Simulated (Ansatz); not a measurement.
Property card for GeI2

GeI₂:
```yaml
crystal:
  lattice:
    - [4.14701, 0.00000, 0.00000]
    - [-2.07351, 3.59142, 0.00000]
    - [0.00000, 0.00000, 6.64495]
  atoms:
    - { symbol: Ge, position: [0.00000, 0.00000, 0.00000] }
    - { symbol: I, position: [0.33333, 0.66667, 0.25962] }
    - { symbol: I, position: [0.66667, 0.33333, 0.74038] }
```

Space group P-3m1 (No. 164), CdI2 type; conventional cell a = 4.147 Å, b = 4.147 Å, c = 6.645 Å, α = 90.00°, β = 90.00°, γ = 120.00°.

Method: the program Ansatz at the LDA level (PAW). The cell and atoms are relaxed at this level. Other levels are named where they apply.

### Cell and energy

```json
{
  "volume_per_atom": "32.99 Å³",
  "density": "5.48 g/cm³",
  "Formation energy from the elements (no fitted shifts)": "-31 kJ/mol of atoms"
}
```

### Electronic structure

```json
{
  "band_gap": "1.73 eV (smallest direct gap 1.73 eV)",
  "valence_band_maximum": "on the H–A line, 95 % of the way from H",
  "conduction_band_minimum": "at A",
  "electron_effective_mass": "0.18, 0.18, 1.0 mₑ (principal values)"
}
```

### Mechanics

```json
{
 "Bulk modulus (Birch–Murnaghan fit)": "188 kbar",
 "Pressure derivative B′": "10.0",
 "Elastic constants (relaxed ions, GPa)": "C11 = 48.3, C12 = 12.9, C13 = 11.0, C14 = -3.9, C33 = 27.0, C44 = 8.6",
 "mechanical_stability": "stable (all eigenvalues of C positive)",
 "hill_bulk_and_shear_moduli": "20.7 and 11.7 GPa",
 "Young's modulus": "29.5 GPa",
 "Poisson's ratio": "0.26",
 "debye_temperature_from_the_elastic_constants": "151 K"
}
```

### Phonons

```json
{
 "Highest zone-centre frequency (without LO–TO term)": "179 cm⁻¹",
 "zone_centre_stability": "no imaginary mode at Γ"
}
```

The workflow started from an entry of the Crystallography Open Database (COD), which files this formula under 2 space groups. Whether it is the stable phase at ambient conditions was not checked. The cell was relaxed with LDA under the symmetry of its start. A crystal of weakly bound layers computed without a dispersion correction: the cell and the soft elastic constants depend strongly on that. The references are the lowest solids computed at this level, not always the standard phases. Spin–orbit coupling is left out wherever it is not named.

Potentials: the later of the program's two PAW sets.
